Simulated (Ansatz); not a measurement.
The numbers come from plane-wave PAW DFT (Ansatz): PBE, no spin polarisation, 420 eV, 5×9×4 Γ-centred k points, fermi-dirac occupations (width 0.1 eV). Nothing was relaxed.

Computed maps in the lattice plane spanned by a (left to right, 6.82 Å, 21 points from zero) and c (bottom to top, 9.22 Å, 26 points from zero), 90° apart, at height 0.250 along b. The fields are smooth PAW ones with compensation charges, not the true ones near nuclei.

Valence density. Digits on a logarithmic scale: 0 up to 0.03 e/Å³, each further digit a factor of 1.6, 9 from 1.3 e/Å³ up:
```
543333456766544457876
433334579997543344554
322334689999643233333
222234589999643222222
222223569997542222223
432222356665432223444
653222234444322234566
864322222322222245799
975322222222222356999
985332333332223357999
965333455543333346899
654445688765433344667
444456999975433334444
333457999985444555433
333456999975456787643
323345788754568999753
222344555544579869864
223445554333579869864
224577765322468999753
235799986422356777642
346896897532234555443
446896897532233455554
545799986432334567886
644678765333334689999
654455544333344689999
653333444444444579998
```

ELF. Ten even steps from '0' (0.01) to '9' (0.86):
```
531111334445532434344
422223443124431123344
222224540003431001112
111124440003530000000
211012454235530000012
641000245566520001356
664000024665300013555
455100001121100134432
144200000011111354200
144200011222222354200
344211233443222344421
454234433455211123344
544454300255200011134
233565200044112443111
122465300243137999620
011234433432289999961
000012233321599648982
000133321101699648982
002689985100489999971
017999998400158998630
028984699510012333210
128984699510001123333
315999998300112444334
421689984111235541003
431134421123346540002
541001112345434541014
```

**Question.** The cell is Ge2Cl. Which atoms lie within 0.2 Å of this plane, and where (fractions of a and c)?

**Answer.** Ge at (0.86, 0.04), Ge at (0.36, 0.46), Cl at (0.25, 0.17), Cl at (0.75, 0.33), Ge at (0.94, 0.63), Ge at (0.44, 0.87). The whole cell:
```
CELL_PARAMETERS angstrom
6.81547 0.00000 0.00000
0.00000 3.70806 0.00000
0.00000 0.00000 9.22125
ATOMIC_POSITIONS crystal
Ge 0.86500 0.25000 0.04070
Ge 0.63500 0.75000 0.54070
Ge 0.36500 0.25000 0.45930
Ge 0.13500 0.75000 0.95930
Cl 0.24980 0.25000 0.17160
Cl 0.25020 0.75000 0.67160
Cl 0.74980 0.25000 0.32840
Cl 0.75020 0.75000 0.82840
Ge 0.93690 0.25000 0.63190
Ge 0.56310 0.75000 0.13190
Ge 0.43690 0.25000 0.86810
Ge 0.06310 0.75000 0.36810
```

Origin: a known structure type with other elements, at an estimated volume, so it need not be a known compound. Caveats: many states at the Fermi level without spin polarisation, so a magnetic state may lie lower.
